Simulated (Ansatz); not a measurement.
Structure relaxation, TiO2

The start is a relaxed TiO2 cell with every coordinate shifted by Gaussian noise of σ = 0.3 Å. Cell shape, volume and atoms are optimised at zero target pressure with r2SCAN (plane waves to 500 eV, PAW, scalar-relativistic; Ansatz, a program for electronic structure). The first steps use a coarse 7×7×9 k-mesh.

Starting cell:
```
TiO2
1.0
   -1.88900     1.88900     4.79434
    1.88900    -1.88900     4.79434
    1.88900     1.88900    -4.79434
Ti O
2 4
Cartesian
  0.16882  -0.06144   5.14477
  2.66924   0.09559   2.37943
  0.53184  -0.45822   2.81676
  1.24498   0.23667   0.17066
  1.81046  -0.14707   4.11848
 -0.39269  -0.30167   6.76354
```

Task: How large is the pressure on the unrelaxed cell, and of which sign?

Result: +8.0 GPa (positive: the cell is compressed).

Task: What is the largest force in the starting geometry, and on which atom (counted from 1)?

Result: 6.85 eV/Å, on Ti1 (atoms numbered as listed).

Task: Does it find its way back to the structure it was made from?

Result: The parent structure is recovered, I4₁/amd (No. 141).

It ends as:

Space group I4₁/amd, origin choice 1 (No. 141); a = 3.778 Å, b = 3.778 Å, c = 9.589 Å, α = 90.00°, β = 90.00°, γ = 90.00°

| atom | site | symmetry | x | y | z |
|---|---|---|---|---|---|
| Ti | 4b | -4m2 | 0.0000 | 0.0000 | 0.5000 |
| O | 8e | 2mm. | 0.0000 | 0.0000 | 0.2928 |
(The calculation used a cell of 6 atoms; values per cell refer to that cell.)

Final values are on a 12×12×12 k-mesh of the relaxed cell. No spin polarisation in the result.
